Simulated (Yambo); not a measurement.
LaAlO₃ (cubic perovskite, space group Pm-3m, No. 221); a = b = c = 3.783 Å, α = β = γ = 90.00°. With the G0W0 scissor the direct gap on the mesh is 4.84 eV.

**Question.** Can the lowest exciton of this BSE run be trusted, and with what binding energy? (Yambo, PBEsol bands; 8×8×8 mesh, 3 valence and 9 conduction bands, static screening with 36 bands and a 3 Ry block, scissor 1.29 eV, Tamm-Dancoff.)

**Answer.** No. The lowest state covers only about 1 of the 512 k points, so the mesh doesn't resolve it: its energy and its distance from the direct gap are mesh artefacts. An extended exciton needs a far denser mesh. The scissor comes from a G0W0 run whose convergence isn't established. The 4f states are in the valence at their DFT position. The cell is held in this high symmetry; tilts and polar distortions were not searched.

Geometry of the Materials Project entry, not relaxed at this level.

This is not the ordinary phase of the substance.
